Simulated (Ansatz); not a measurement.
CoSn₃:
```
CELL_PARAMETERS angstrom
      8.47673    -3.11938     0.00000
      8.47673     3.11938     0.00000
      0.00000     0.00000     6.24083
ATOMIC_POSITIONS crystal
  Co 0.42006 0.42006 0.00000
  Co 0.57994 0.57994 0.00000
  Co 0.07994 0.07994 0.50000
  Co 0.92006 0.92006 0.50000
  Sn 0.83679 0.16321 0.16255
  Sn 0.16321 0.83679 0.83745
  Sn 0.66321 0.33679 0.66255
  Sn 0.33679 0.66321 0.33745
  Sn 0.02496 0.64530 0.19133
  Sn 0.97504 0.35470 0.80867
  Sn 0.47504 0.85470 0.69133
  Sn 0.52496 0.14530 0.30867
  Sn 0.64530 0.02496 0.80867
  Sn 0.35470 0.97504 0.19133
  Sn 0.85470 0.47504 0.30867
  Sn 0.14530 0.52496 0.69133
```

Relaxed with r²SCAN. Special points in fractions of this cell's reciprocal vectors: Γ (0.000, 0.000, 0.000); Y (0.500, 0.500, 0.000); F0 (0.284, 0.716, 0.000); Δ0 (-0.284, 0.284, 0.000); Z (0.000, 0.000, 0.500); B0 (-0.284, 0.284, 0.500); G0 (0.284, 0.716, 0.500); T (0.500, 0.500, 0.500); S (0.000, 0.500, 0.000); R (0.000, 0.500, 0.500).

Task: List the band energies nearest the Fermi level at these points for r²SCAN with spin–orbit coupling in the plane-wave PAW code Ansatz.

Result: In eV from the Fermi level; about four levels below and three above (degenerate sets whole), none deeper than 8.9 eV; points with the same levels are listed once.

```
k                     below                above
--  -----------------------  -------------------
Γ   -0.22 -0.22 -0.09 -0.09  0.09 0.09 0.14 0.14
Y   -0.81 -0.81 -0.52 -0.52  0.00 0.00 0.09 0.09
F0  -0.14 -0.14 -0.10 -0.10  0.20 0.20 0.66 0.66
Z   -0.31 -0.31 -0.31 -0.31  0.03 0.03 0.03 0.03
B0  -0.10 -0.10 -0.10 -0.10  1.01 1.01 1.01 1.01
T   -0.01 -0.01 -0.01 -0.01  2.19 2.19 2.19 2.19
S   -0.42 -0.42 -0.42 -0.42  0.19 0.19 0.19 0.19
R     -0.08 -0.08 0.00 0.00  0.80 0.80 0.81 0.81
```

Space group Cmce. The first step of the workflow began from a Materials Project structure, measured or hypothetical; the Crystallography Open Database copy checked does not list it. Its standing as an ambient phase is unchecked. The cell was relaxed with r²SCAN under the symmetry of its start; its stability against distortions is not shown here. No spin polarisation was allowed.

Potentials: the later of the program's two PAW sets.
